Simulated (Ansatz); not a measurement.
SiO₂:
```cif
data_O6Si3
_chemical_formula_sum 'Si3 O6'
_space_group_name_H-M_alt 'P 1'
_space_group_IT_number 1
_cell_length_a 4.92059
_cell_length_b 4.92059
_cell_length_c 5.41657
_cell_angle_alpha 90.000
_cell_angle_beta 90.000
_cell_angle_gamma 120.000
loop_
_space_group_symop_operation_xyz
  'x, y, z'
loop_
_atom_site_label
_atom_site_type_symbol
_atom_site_fract_x
_atom_site_fract_y
_atom_site_fract_z
_atom_site_occupancy
Si1 Si 0.53106 0.53106 0.00000 1
Si2 Si 0.46894 0.00000 0.33333 1
Si3 Si 0.00000 0.46894 0.66667 1
O1 O 0.26907 0.41313 0.78454 1
O2 O 0.58687 0.85593 0.11788 1
O3 O 0.14407 0.73093 0.45121 1
O4 O 0.41313 0.26907 0.21546 1
O5 O 0.85593 0.58687 0.88212 1
O6 O 0.73093 0.14407 0.54879 1
```

Relaxed with r²SCAN.

Decompose the optical modes at the zone centre into irreducible representations, and say which are infrared and Raman allowed.

Point group 32: Γ_opt = 4A1 + 4A2 + 8E. Infrared: A2, E. Raman: A1, E.

Assign frequencies (DFPT, the program Ansatz at the r²SCAN level (PAW); without the LO–TO term).

E 130, A1 212, E 264, A1 353, A2 360, E 390, E 448, A1 464, A2 493, E 695, A2 776, E 796, E 1071, A2 1079, A1 1087, E 1164 cm⁻¹.

Space group P3_121. The r²SCAN relaxation kept the symmetry of its start.

Potentials: the earlier of the program's two PAW sets. The files were generated under PBE; for other functionals the program regenerates the frozen cores, and for LDA and PBEsol the local potential too.
